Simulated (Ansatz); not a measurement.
Values for one crystal, relaxed and computed with r²SCAN in the plane-wave PAW code Ansatz; other levels are named.

- Volume per atom: 31.32 Å³
- Band gap: 1.25 eV (indirect)
- Electron effective mass: 0.81, 3.0, 17 mₑ (principal values)
- Formation energy from the elements (no fitted shifts): -1.70 eV/atom
- Conduction-band minimum: on the Y–C0 line, 94 % of the way from Y (k = 0.281, 0.281, 0.000 in fractions of the reciprocal vectors) (2 equivalent valleys)
- Valence-band maximum: at Γ
- Smallest direct gap on the standard path: 1.77 eV

### Question
Pick the material that matches.
A) Cs2HgF4, I4/mmm (Cs on 4e, Hg on 2a, F on 4e, F on 4c)
B) CsBr, CsCl type
C) CsYMnSe3, Cmcm (Pearson symbol oS24)
D) MnF2, Pbcn (Mn on 4c, F on 8d)

### Answer
C, CsYMnSe3, Cmcm (Pearson symbol oS24)

The first step of the workflow began from a Materials Project structure, measured or hypothetical; the Crystallography Open Database copy checked does not list it. Its standing as an ambient phase is unchecked. The cell was relaxed with r²SCAN under the symmetry of its start; its stability against distortions is not shown here. Magnetic state: ferromagnetic, the only order run, not a proven ground state. The program gave a warning on the electronic state, which may not be the lowest. No Hubbard U is applied. The references are the lowest solids computed at this level, not always the standard phases. The manganese reference at this level is a Cmcm phase, not α-Mn. Scalar-relativistic: spin–orbit coupling is off unless named, which matters more the heavier the elements.

Potentials: the later of the program's two PAW sets.
